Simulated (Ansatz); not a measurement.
GaS:
```
CELL_PARAMETERS angstrom
      1.77324     1.02378     7.57717
     -1.77324     1.02378     7.57717
      0.00000    -2.04756     7.57717
ATOMIC_POSITIONS crystal
  Ga 0.94709 0.94709 0.94709
  Ga 0.05291 0.05291 0.05291
  S  0.23317 0.23317 0.23317
  S  0.76683 0.76683 0.76683
```

Tensor components refer to the Cartesian frame of this cell.

Task: Give the high-frequency dielectric tensor and the Born effective charge tensors of the independent atoms from DFPT, plane-wave PAW LDA (Ansatz code).

Result: 
ε∞:
```
7.20  0.00  0.00
0.00  7.20  0.00
0.00  0.00  6.01
```
Z* of atom 1 (Ga), rows: field, columns: displacement, in e:
```
2.24  0.00  0.00
0.00  2.24  0.00
0.00  0.00  0.99
```
Z* of atom 3 (S), rows: field, columns: displacement, in e:
```
-2.24   0.00   0.00
 0.00  -2.24   0.00
 0.00   0.00  -0.99
```

Static charges for comparison (Bader): Ga1 +0.77, S3 -0.77 e. Born charges measure polarisation by displacement and can exceed these by far.

Space group R-3m. The workflow started from a Materials Project entry (that database holds measured and hypothetical structures alike); the Crystallography Open Database copy checked does not list it. COD files the formula under space group No. 194. Its standing as an ambient phase is unchecked. The cell was relaxed with LDA under the symmetry of its start; its stability against distortions is not shown here. A crystal of weakly bound layers computed without a dispersion correction: the cell and the soft elastic constants depend strongly on that. Spin–orbit coupling is left out wherever it is not named.

Potentials: the later of the program's two PAW sets.
